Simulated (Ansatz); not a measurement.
# Al (Fm-3m): from strained cells to moduli

```xyz
1
Lattice="0.0000 2.0081 2.0081 2.0081 0.0000 2.0081 2.0081 2.0081 0.0000" Properties=species:S:1:pos:R:3 pbc="T T T"
Al    0.0000    0.0000    0.0000
```

Level of theory, where no other is named: PBEsol, all-electron LAPW in Ansatz 0.2.0, scalar-relativistic. k mesh 22×22×22, Fermi-Dirac smearing of 0.100 eV, basis error target 1 meV/atom. The cell was relaxed by PAW under this functional.

The cell is cubic and carries a residual pressure of -0.03 GPa at this level. Each strain component that symmetry leaves independent is applied at ±0.005 and ±0.01, the ions relax wherever a strain frees them, and the stress (tension positive, GPa) is read. Shears are engineering strains, γ = 2ε.

```csv
strain,size,σxx,σyy,σzz,σyz,σxz,σxy
xx,-0.01,-1.3278,-0.5606,-0.5606,0.0000,0.0000,0.0000
xx,-0.005,-0.6507,-0.2546,-0.2546,0.0000,0.0000,0.0000
xx,+0.005,0.6980,0.2977,0.2977,0.0000,0.0000,0.0000
xx,+0.01,1.3343,0.5628,0.5628,0.0000,0.0000,0.0000
yz,-0.01,0.0103,0.0254,0.0254,-0.4272,0.0000,0.0000
yz,-0.005,0.0241,0.0281,0.0281,-0.2142,0.0000,0.0000
yz,+0.005,0.0241,0.0281,0.0281,0.2142,0.0000,0.0000
yz,+0.01,0.0103,0.0254,0.0254,0.4272,0.0000,0.0000
```

The slope is [8(σ(+δ) − σ(−δ)) − (σ(+2δ) − σ(−2δ))]/(12δ), and the program imposes the crystal's symmetry on the matrix.

Question: What are the independent elastic constants?

Answer: C11 = 135.5, C12 = 54.9, C44 = 42.9 GPa.

Question: Do they meet the Born conditions?

Answer: C11 − C12 = 80.5, C11 + 2C12 = 245.3 and C44 = 42.9 GPa must all be positive, so the crystal is elastically stable; that says nothing yet of its phonons.

Question: What moduli does a random aggregate of grains have?

Answer: B = (C11 + 2C12)/3 = 81.8 GPa. G_V = (C11 − C12 + 3C44)/5 = 41.8 and G_R = 5(C11 − C12)C44/(4C44 + 3(C11 − C12)) = 41.8, so G_H = 41.8 GPa. Then E = 9BG/(3B + G) = 107.2 GPa, ν = (3B − 2G)/(6B + 2G) = 0.281 and B/G = 1.95, on the ductile side of Pugh's 1.75 (a rule of thumb).

Question: With the density of 2.767 g/cm³, how fast does sound travel, and what Debye temperature follows?

Answer: 

| direction | slow (m/s) | middle (m/s) | fast (m/s) |
| --- | --- | --- | --- |
| [100] | 3937 | 3937 | 6997 |
| [110] | 3815 | 3937 | 7064 |
| [111] | 3856 | 3856 | 7087 |

The mean of v⁻³ over directions and branches gives v_m = 4332 m/s and θ_D = (ħ/k_B) v_m (6π²n)^(1/3) = 510 K, n being atoms per volume. Young's modulus spans 104 to 110 GPa over directions, and the universal anisotropy index is 0.00.

Question: How far do the constants move if PAW replaces LAPW in the same cell?

Answer: 

```csv
constant,LAPW (GPa),PAW (GPa),difference
C11,135.5,135.6,0.1
C12,54.9,55.2,0.3
C44,42.9,42.7,-0.2
```

Caveats: responses of metals move with mesh and smearing; the frozen-core PAW files of the compared runs were fitted under PBE, their cores solved anew for this functional.
